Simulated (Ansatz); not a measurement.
Input and command of a calculation in Ansatz (plane waves; scalar-relativistic PAW potentials unless the input names others):

```yaml
crystal:
  lattice:
    - [4.5551744928, 0.0, 0.0]
    - [-2.2775872464, 3.9448968294, 0.0]
    - [0.0, 0.0, 5.7207876741]
  atoms:
    - { symbol: Zr, position: [0.3333333333, 0.6666666667, 0.1419321776] }
    - { symbol: Zr, position: [0.6666666667, 0.3333333333, 0.8580678224] }
    - { symbol: Cl, position: [0.0, 0.0, 0.0] }
    - { symbol: Cl, position: [0.3333333333, 0.6666666667, 0.6674459207] }
    - { symbol: Cl, position: [0.6666666667, 0.3333333333, 0.3325540793] }
basis:
  ecutwfc: 420
kpoints:
  mp_grid: { grid: [12, 12, 8] }
hamiltonian:
  xc: pbe
scf:
  max_iter: 60
output:
  forces: true
  eigenvalues: true
  stress: true
```

```bash
ansatz run input.yaml --threads 1 --pin off --max-ram 2560MiB --backend cpu --events-out ev --progress --plain --runs-dir out
```

Task: What will the program do with this input?

Result: The program refuses it, because of no occupation method (scf.occupations: {"method": "gaussian", "width": 0.1} → not typed). With the sound run's settings it is accepted.

Abridged log:
```
Error: YAML parse error: `scf.occupations.method` is required: fixed only where the cell keeps a band gap throughout the run, explicit beside scf.occupations.values (under evaluate: without them), else a smearing such as fermi_dirac (scf.occupations.width is optional; its entry in the input reference gives the default)
```